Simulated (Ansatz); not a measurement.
## Moving the strain (εxx = s, εyy = s) in ScRu3

```
Ru Sc
1.0
     3.93844    0.00000    0.00000
     0.00000    3.93844    0.00000
     0.00000    0.00000    3.93844
Ru Sc
3 1
Direct
  0.50000 0.50000 0.00000
  0.50000 0.00000 0.50000
  0.00000 0.50000 0.50000
  0.00000 0.00000 0.00000
```

The cell comes from a database or a generator and needn't be the stable form of this composition.

Kept alike: task relaxation of the atoms; functional PBE; k mesh 6 × 6 × 6; occupations fermi-dirac, width 0.05 eV; no spin polarisation. Program: Ansatz, Ansatz PAW, cutoff 420 eV. The mesh is that of the run's cell of 4 atoms. No spin-orbit coupling.

| s | free energy over the lowest row (meV/atom) |
| --- | --- |
| -0.04 | 58.32 |
| -0.02 | 9.51 |
| -0.01 | 0.26 |
| 0 | 0.00 |
| 0.01 | 7.95 |
| 0.02 | 23.36 |
| 0.04 | 73.73 |

The cell shown is the unstrained one; x, y and z are its Cartesian axes. For a metal such a mesh leaves the last digits unconverged.

The free energy is lowest at 0, and 73.73 meV an atom higher at 0.04.
